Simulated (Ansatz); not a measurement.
One crystal and one scan (scan of one atom of the cell) at two levels, PBE-D3(BJ) (plane waves to 420 eV, PAW, scalar-relativistic; Ansatz, a first-principles code) and r2SCAN+rVV10 (plane waves to 500 eV, PAW, scalar-relativistic; Ansatz), each from its own relaxed cell and on its own mesh. The cell shown is that of PBE-D3(BJ).

Starting cell, MoS2 (2H-MoS2 type, space group P6_3/mmc):

```yaml
crystal:
  lattice:
    - [3.14944, 0.00000, 0.00000]
    - [-1.57472, 2.72750, 0.00000]
    - [0.00000, 0.00000, 12.09150]
  atoms:
    - { symbol: Mo, position: [0.33333, 0.66667, 0.25000] }
    - { symbol: Mo, position: [0.66667, 0.33333, 0.75000] }
    - { symbol: S, position: [0.33333, 0.66667, 0.62050] }
    - { symbol: S, position: [0.66667, 0.33333, 0.12050] }
    - { symbol: S, position: [0.66667, 0.33333, 0.37950] }
    - { symbol: S, position: [0.33333, 0.66667, 0.87950] }
```

Scan: atom 4 (S, nearest neighbour Mo at 2.400 Å; its periodic images, 3.1 Å or more away, move with it) is displaced along Cartesian x, direction (1.000, 0.000, 0.000) in Cartesian axes, by s. The other atoms stay.

E stands for the smeared free energy. MoS2 is run without spin polarisation. MoS2 was relaxed with its symmetry unable to fall. The PAW data are Ansatz's earlier set. As the smearing reaches across the gap at some points, energies and forces of such displacements shift with the k mesh and the smearing. Percentages come from the unrounded values. Both scans cover s from -0.720 to 0.720 Å.

```csv
quantity,PBE-D3(BJ),r2SCAN+rVV10,PBE-D3(BJ) − r2SCAN+rVV10
Lattice constant a (Å),3.149,3.173,-0.024 (-0.7 %)
Lattice constant c (Å),12.09,12.44,-0.35 (-2.8 %)
Relaxed volume (Å³/atom),17.31,18.08,-0.77 (-4.2 %)
"Band gap of the relaxed cell, no spin-orbit coupling (eV)",0.78,1.01,-0.23 (-23 %)
Energy at s = 0.720 Å (meV/cell),2240,2286,-46 (-2.0 %)
Force along the line at s = -0.720 Å (eV/Å),4.892,4.994,-0.102 (-2.0 %)
Force constant k = d²E/ds² at s = 0 (finite differences) (eV/Å²),9.86,10.06,-0.20 (-1.9 %)
```

PBE-D3(BJ) gives the lower value for: lattice constant a; lattice constant c; relaxed volume; band gap of the relaxed cell, no spin-orbit coupling; energy at s = 0.720 Å; force along the line at s = -0.720 Å; force constant k = d²E/ds² at s = 0. Both give the same symmetry of the curve: even: the same for both signs. Neither level is exact: the differences show how much the result hangs on the functional.

ΔE (meV/cell), each from the undisplaced structure of its own level:

```
s (Å)   PBE-D3(BJ)  r2SCAN+rVV10
------  ----------  ------------
-0.720        2240          2286
-0.576        1531          1561
-0.432         891           908
-0.288         404           411
-0.144         102           104
0.000            0             0
0.144          102           104
0.288          404           411
0.432          891           908
0.576         1531          1561
0.720         2240          2286
```

(A displaced cell: forces are minus the slopes of the energy, force constants its curvatures, and phonons follow from these.)
